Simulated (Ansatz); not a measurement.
System: MnF2, 6 atoms in the cell.

Level of theory: PBE, plane waves, PAW datasets (generated hard set) (Ansatz).

Cutoff 700 eV; k-mesh 4×4×6 Γ-centred; fixed occupations; starting moments Mn1 5, Mn2 -5 μB.

```xyz
6
Lattice="4.8730 0.0000 0.0000 0.0000 4.8730 0.0000 0.0000 0.0000 3.3100" Properties=species:S:1:pos:R:3:forces:R:3 pbc="T T T" pressure_GPa=2.72
Mn    0.0000    0.0000    0.0000    0.0000    0.0000    0.0000
Mn    2.4365    2.4365    1.6550    0.0000    0.0000    0.0000
F     1.4863    1.4863    0.0000   -0.0638   -0.0638    0.0000
F     3.3867    3.3867    0.0000    0.0638    0.0638    0.0000
F     3.9228    0.9502    1.6550   -0.0642    0.0642    0.0000
F     0.9502    3.9228    1.6550    0.0642   -0.0642    0.0000
```

Forces are in eV/Å.

```
Largest force        : 0.091 eV/Å on F3 and F4 and F5 and F6
Net moment           : 0.00 μB
Gap on the mesh      : 2.17 eV
Valence electrons    : 58
Irreducible k-points : 28
CPU time             : of the order of 60 core-seconds on a shared host
```

The stress includes the program's correction for the finite plane-wave basis.

A gap read on the mesh is an upper bound of this method's gap, since the mesh can miss a band edge. One magnetic order was tried; another may lie lower. Semilocal functionals give gaps that mostly lie well below measured ones.
